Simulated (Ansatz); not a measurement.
## Notes on FeCO$_{3}$

```
CELL_PARAMETERS angstrom
2.21113 1.27660 4.26149
-2.21113 1.27660 4.26149
0.00000 -2.55320 4.26149
ATOMIC_POSITIONS crystal
Fe 0.00000 0.00000 0.00000
Fe 0.50000 0.50000 0.50000
C 0.25000 0.25000 0.25000
C 0.75000 0.75000 0.75000
O 0.53900 0.96100 0.25000
O 0.25000 0.53900 0.96100
O 0.96100 0.25000 0.53900
O 0.46100 0.03900 0.75000
O 0.75000 0.46100 0.03900
O 0.03900 0.75000 0.46100
```

Single point in Ansatz 0.2.0 with r2SCAN, with U_eff = 1.69 eV on Fe d (atomic projectors), no spin polarisation. Cutoff 500 eV, PAW datasets, 7×7×7 Γ-centred k mesh, methfessel-paxton filling (width 0.2256 eV).

Problem. Give the Bader charges.

Solution. Bader charges in e: Fe +1.35, C +2.36, O -1.24. In the mean C gives up most and O takes most.

Problem. Where is the largest force?

Solution. The largest is on O5 (and as large on other atoms): 0.63 eV/Å, components (-0.63, 0.00, 0.00). It makes 0° with the line to a nearest neighbour, C3 at 1.28 Å, pointing towards it.

Problem. Is the cell too large or too small?

Solution. The pressure is 30.4 GPa (compression positive), so with the atoms held at these fractions the cell would first expand. The principal stresses 27.6, 27.6, 36.0 GPa differ, so its shape would change too.

Problem. Metal or insulator? Give the gap.

Solution. The gap is 2.09 eV, indirect (the least direct gap found is 2.24 eV).

Origin: a database entry at a rescaled volume. Caveats: no spin polarisation, so a magnetic state may lie lower; atoms or cell far from equilibrium; wide smearing.

Run time, from a saved density: 120 s on 1 thread of Arm Neoverse V2, with other jobs on the host, peak memory 0.84 GiB. The time holds forces, stress, Bader, DOS, bands, ELF.
